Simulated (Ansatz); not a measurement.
CsPbBr₃ (cubic perovskite)

```xyz
5
Lattice="5.9376 0.0000 0.0000 0.0000 5.9376 0.0000 0.0000 0.0000 5.9376" Properties=species:S:1:pos:R:3 pbc="T T T"
Cs     0.0000     0.0000     0.0000
Pb     2.9688     2.9688     2.9688
Br     0.0000     2.9688     2.9688
Br     2.9688     2.9688     0.0000
Br     2.9688     0.0000     2.9688
```

The volume is varied about the relaxed value V₀ at fixed cell shape. Symmetry pins the atoms to their sites.

All values below come from r2SCAN (plane waves to 500 eV, PAW, scalar-relativistic; Ansatz, a program for electronic structure). k mesh 6×6×6 (Γ-centred), Fermi-Dirac smearing 0.05 eV. Energies are smeared free energies. Stress and pressure are positive under compression. CsPbBr3 was relaxed with its symmetry unable to fall. Spin-orbit coupling is left out, though Pb is heavy. This is a high-temperature form of CsPbBr3. The zero of ΔE is the relaxed starting cell.

```
V (Å³/cell)  ΔE (meV/atom)  P (GPa)
-----------  -------------  -------
188.40                33.8      [?]
193.63                 [?]     1.98
198.86                 [?]     1.22
204.10                 [?]     0.57
209.33                 0.0     0.00
214.56                 [?]    -0.49
219.80                 6.3    -0.92
225.03                13.5    -1.29
230.26                23.0    -1.61
```

Complete the blanks.


- 188.40, P (GPa): 2.86
- 193.63, ΔE (meV/atom): 18.0
- 198.86, ΔE (meV/atom): 7.6
- 204.10, ΔE (meV/atom): 1.8
- 214.56, ΔE (meV/atom): 1.6

(Under strain, the slope of the energy per volume gives the stress and its curvature an elastic modulus.)
